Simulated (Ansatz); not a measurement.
SrHfN2:
```
CELL_PARAMETERS angstrom
      6.38617     0.00000     0.00000
      0.00000     7.89353     0.00000
      0.00000     0.00000     5.75227
ATOMIC_POSITIONS crystal
  Sr 0.58285 0.87927 0.97669
  Sr 0.41715 0.12073 0.47669
  Sr 0.91715 0.37927 0.47669
  Sr 0.08285 0.62073 0.97669
  Hf 0.06477 0.12631 0.99539
  Hf 0.93523 0.87369 0.49539
  Hf 0.43523 0.62631 0.49539
  Hf 0.56477 0.37369 0.99539
  N  0.61934 0.83734 0.42874
  N  0.38066 0.16266 0.92874
  N  0.88066 0.33734 0.92874
  N  0.11934 0.66266 0.42874
  N  0.54547 0.40842 0.34520
  N  0.45453 0.59158 0.84520
  N  0.95453 0.90842 0.84520
  N  0.04547 0.09158 0.34520
```

Relaxed with r²SCAN.

Problem. Which orbitals make up the states near the band edges in DFT-r²SCAN in the program Ansatz with PAW potentials?

Solution. Top 1 eV of the valence band: N 2p 86 %, Hf 5d 6 %. Bottom 1 eV of the conduction band: Hf 5d 42 %, Sr 5s 9 %, N 2p 8 %, N 2s 6 %, outside the projected shells 32 %. Projections are on Löwdin-orthogonalised atomic valence shells; empty p or d shells of many metals are not among them.

Problem. Tabulate the density of states.

Solution. States/eV per cell of 16 atoms, in 0.25 eV bins, energy from the valence-band maximum.

```tsv
E (eV)	total	N 2p	Hf 5d	Sr 5s
-7.85	0.00	0.00	0.00	0.00
-7.60	0.00	0.00	0.00	0.00
-7.35	0.00	0.00	0.00	0.00
-7.10	0.00	0.00	0.00	0.00
-6.85	0.00	0.00	0.00	0.00
-6.60	0.00	0.00	0.00	0.00
-6.35	0.00	0.00	0.00	0.00
-6.10	0.00	0.00	0.00	0.00
-5.85	0.00	0.00	0.00	0.00
-5.60	0.00	0.00	0.00	0.00
-5.35	0.00	0.00	0.00	0.00
-5.10	0.00	0.00	0.00	0.00
-4.85	0.00	0.00	0.00	0.00
-4.60	0.00	0.00	0.00	0.00
-4.35	0.00	0.00	0.00	0.00
-4.10	0.00	0.00	0.00	0.00
-3.85	0.00	0.00	0.00	0.00
-3.60	0.00	0.00	0.00	0.00
-3.35	0.00	0.00	0.00	0.00
-3.10	4.50	2.81	0.86	0.04
-2.85	18.85	11.57	4.16	0.62
-2.60	20.90	12.83	5.33	1.01
-2.35	15.30	9.60	4.29	0.51
-2.10	20.83	13.60	5.83	0.33
-1.85	17.53	11.99	4.37	0.19
-1.60	14.88	10.89	2.74	0.20
-1.35	18.65	14.39	2.70	0.21
-1.10	14.86	11.98	1.64	0.09
-0.85	16.69	13.93	1.32	0.11
-0.60	16.15	14.06	0.68	0.14
-0.35	12.08	10.75	0.37	0.10
-0.10	0.78	0.71	0.02	0.01
0.15	0.00	0.00	0.00	0.00
0.40	0.00	0.00	0.00	0.00
0.65	0.00	0.00	0.00	0.00
0.90	0.00	0.00	0.00	0.00
1.15	0.00	0.00	0.00	0.00
1.40	0.00	0.00	0.00	0.00
1.65	0.00	0.00	0.00	0.00
1.90	0.00	0.00	0.00	0.00
2.15	0.00	0.00	0.00	0.00
2.40	0.00	0.00	0.00	0.00
2.65	0.05	0.00	0.00	0.02
2.90	1.29	0.08	0.53	0.18
3.15	3.25	0.23	1.41	0.28
3.40	4.52	0.37	1.86	0.38
3.65	9.34	0.86	3.89	0.64
3.90	11.87	1.19	4.58	0.89
4.15	12.54	1.37	4.40	1.14
4.40	12.06	1.36	4.34	1.15
4.65	10.82	1.34	3.79	1.17
4.90	9.90	1.34	3.68	0.93
5.15	9.21	1.22	3.70	0.63
5.40	14.20	1.88	5.78	0.86
5.65	13.63	1.76	5.47	0.69
5.90	14.03	1.92	6.40	0.58
6.15	8.02	1.07	3.12	0.35
6.40	12.04	1.52	4.52	0.54
6.65	12.52	1.62	4.79	0.61
6.90	6.97	0.98	2.40	0.31
7.15	11.97	1.35	3.45	0.51
7.40	11.34	1.04	3.21	0.46
```

Space group Pna2_1. The start of the workflow was typed in or built on a structure type; neither database checked (COD, Materials Project) lists it. Its standing as an ambient phase is unchecked. The cell was relaxed with r²SCAN under the symmetry of its start; whether a distortion lowers the energy is not shown. The run is not spin-polarised. Spin–orbit coupling is left out wherever it is not named.

Potentials: the earlier of the program's two PAW sets.
